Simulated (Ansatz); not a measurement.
**Structure relaxation, W**

The start is a generated cell, W built in the AFLOW prototype A_cI16_206_c (as in Si). The structure is fully relaxed (lattice and positions, P = 0) with r2SCAN (plane waves to 500 eV, PAW, scalar-relativistic; Ansatz, a quantum-chemistry and plane-wave program). First-step values are on the input's coarse k-mesh.

Ansatz input (later rounds restart from its end on a renewed k-mesh):
Ansatz 0.2 input:
```yaml
crystal:
  lattice:
    - [-3.1600002, 3.1600002, 3.1600002]
    - [3.1600002, -3.1600002, 3.1600002]
    - [3.1600002, 3.1600002, -3.1600002]
  atoms:
    - { symbol: W, position: [0.2998, 0.2998, 0.2998] }
    - { symbol: W, position: [0.5, 0, 0.2002] }
    - { symbol: W, position: [0, 0.2002, 0.5] }
    - { symbol: W, position: [0.2002, 0.5, 0] }
    - { symbol: W, position: [0.7002, 0.7002, 0.7002] }
    - { symbol: W, position: [0.5, 0, 0.7998] }
    - { symbol: W, position: [0, 0.7998, 0.5] }
    - { symbol: W, position: [0.7998, 0.5, 0] }
basis: { ecutwfc: 500, ecutrho_ratio: 4, xc_grid: 4, fft_grid_basis: typed }
kpoints: { mp_grid: { grid: [7, 7, 7] } }
hamiltonian:
  xc: r2scan
  dispersion: none
  pseudopotentials: { kind: paw }
scf: { occupations: { method: fermi_dirac, width: 0.05 } }
relax: { f_tol: 0.01, max_steps: 100, cell: { stress_tol: 0.02 } }
output: { forces: true, stress: true }
```

**Question.** By how much does the energy per atom fall from start to end?

**Answer.** About 1.4 eV/atom.

**Question.** How do the shortest distances between atoms change?

**Answer.** The closest pairs of elements (up to four, under 3.6 Å), start → end: W–W 2.19 → 2.48 Å.

**Question.** Is the relaxed structure metallic? Give its gap.

**Answer.** No gap (metallic).

**Question.** Give the final cell and atomic positions.

**Answer.** 
Space group Ia-3 (No. 206); a = b = c = 6.955 Å, α = β = γ = 90.00°

| atom | site | symmetry | x | y | z |
|---|---|---|---|---|---|
| W | 16c | .3. | 0.1415 | 0.1415 | 0.1415 |
(The calculation used a cell of 8 atoms; values per cell refer to that cell.)

The space group stays Ia-3 (No. 206) (the run could not lower it); the end is AFLOW prototype A_cI16_206_c (as in Si), with 8 atoms in the primitive cell. Final values are on a 10×10×10 k-mesh of the relaxed cell. The start holds a very short contact (W–W 2.19 Å). No spin polarisation in the result.

The run could not lose the symmetry of its start, so the end can be a saddle point.

The relaxed structure here is a generated cell of W: the first start was made by placing the elements on the sites of a structure type, and the end was not matched to a known phase here, so it may be hypothetical. Known forms of W include space group No. 229.
